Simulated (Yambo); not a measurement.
Yambo run on BeS (zinc blende, space group F-43m, No. 216). The wavefunctions come from this Quantum ESPRESSO step (LDA, PseudoDojo standard norm-conserving files, scalar-relativistic):

```
&CONTROL
  calculation = 'nscf'
  pseudo_dir = './pseudo'
  outdir = './out'
/
&SYSTEM
  ibrav = 0
  nat = 2
  ntyp = 2
  ecutwfc = 88.0
  ecutrho = 352.0
  occupations = 'fixed'
  force_symmorphic = .true.
  nbnd = 65
/
&ELECTRONS
  conv_thr = 2e-09
  diago_full_acc = .true.
  diago_thr_init = 1e-08
/
ATOMIC_SPECIES
Be 9.0122 Be.upf
S 32.0600 S.upf
CELL_PARAMETERS angstrom
  0.000000000000   2.398001356000   2.398001356000
  2.398001356000   0.000000000000   2.398001356000
  2.398001356000   2.398001356000   0.000000000000
ATOMIC_POSITIONS crystal
Be   0.000000000000   0.000000000000   0.000000000000
S   0.250000000000   0.250000000000   0.250000000000
K_POINTS automatic
6 6 6 0 0 0
```

Yambo input:

```
rim_cut
gw0
dyson
el_el_corr
HF_and_locXC
ppa
em1d
RandQpts= 1000000
RandGvec= 1 Ry
EXXRLvcs= 88 Ry
VXCRLvcs= 352 Ry
Chimod= "HARTREE"
% BndsRnXp
 2 | 62 |
%
NGsBlkXp= 10 Ry
% LongDrXp
 1.0 | 1.0 | 1.0 |
%
PPAPntXp= 27.2114 eV
% GbndRnge
 1 | 62 |
%
GTermKind= "BG"
DysSolver= "n"
ExtendOut
% QPkrange
 1 | 1 | 5 | 6 |
 13 | 13 | 5 | 6 |
%
```

k points by index: 1 = Γ, 13 = X.

Table of the .qp output:

```
#    K-point    Band    Eo [eV]    E [eV]    E-Eo [eV]    Vxc [eV]    Vnlxc [eV]    Sc|Eo [eV]    Sc|E [eV]    dSc/dw|Eo [eV]    Re(Z)    Im(Z)
#
    1    5    0.000000    -1.172585    -1.172585    -13.69400    -16.60203    1.437068    1.735437    -6.923558    0.797169    -0.001212
    1    6    5.511716    6.423430    0.911713    -11.42409    -6.030355    -4.274379    -4.482021    -6.196760    0.814512    -0.970251E-3
    13    5    -2.788324    -3.995087    -1.206763    -12.66358    -16.47166    2.272863    2.601310    -7.399995    0.786126    -0.007527
    13    6    2.831053    3.384201    0.553148    -9.795140    -5.355339    -3.770936    -3.886653    -5.691569    0.827018    -0.001112
```
(The two width columns are left out.) Convergence of these settings isn't established.

Geometry relaxed with LDA.
